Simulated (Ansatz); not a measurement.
**Sn: comparing deformations**

Method: Ansatz, DFT PBEsol, scalar-relativistic, plane waves, PAW. The runs took a 420 eV cutoff, a Γ-centred 22×22×22 mesh and Gaussian smearing (0.15 eV). No spin polarisation. Energies are free energies at this smearing, counted from the undisturbed cell; pressure is positive in compression.

The undisturbed cell (relaxed at this level; with this scan's settings it stands at -0.3 GPa; this bcc form isn't the usual structure):

```xyz
1
Lattice="-1.8724 1.8724 1.8724 1.8724 -1.8724 1.8724 1.8724 1.8724 -1.8724" Properties=species:S:1:pos:R:3 pbc="T T T"
Sn    0.0000    0.0000    0.0000
```

The cell is strained by ε times a Voigt pattern (xx, yy, zz, yz, xz, xy; engineering shear) with fractional coordinates fixed. τ = (1/V0) dE/dε comes from the stress tensor. Of each scan, only the three points used here are listed.

```csv
pattern,ε,τ (GPa)
"(1, 1, 0, 0, 0, 0)",-0.0100,-1.61
"(1, 1, 0, 0, 0, 0)",0.0000,0.69
"(1, 1, 0, 0, 0, 0)",0.0100,2.71
"(1, -1, 0, 0, 0, 0)",-0.0025,0.0050
"(1, -1, 0, 0, 0, 0)",0.0000,0.0000
"(1, -1, 0, 0, 0, 0)",0.0025,-0.0050
```

**Question.** Which constants do the scans give, and which deformation costs least for the same size of strain tensor?

**Answer.** The slope dτ/dε at zero (parabola through three points) is pᵀCp: (1, 1, 0, 0, 0, 0) gives 2(C11 + C12) = 216 GPa; (1, -1, 0, 0, 0, 0) gives 2(C11 − C12) = -2.0 GPa. The size of the strain tensor, ε:ε, is ε² times 2.0, 2.0. Per unit of it the stiffnesses are 108, -1.0 GPa, so (1, -1, 0, 0, 0, 0) is the softest of these: at ε:ε = (1 %)² the quadratic term costs -0.01 meV/atom against 0.88 for the stiffest. The starting stress shifts them by about its own size.

In a metal these slopes depend on the k mesh and the smearing.

Cost: 18 runs of about 5.8 core-minutes in all, on Arm Neoverse V1 (shared hosts).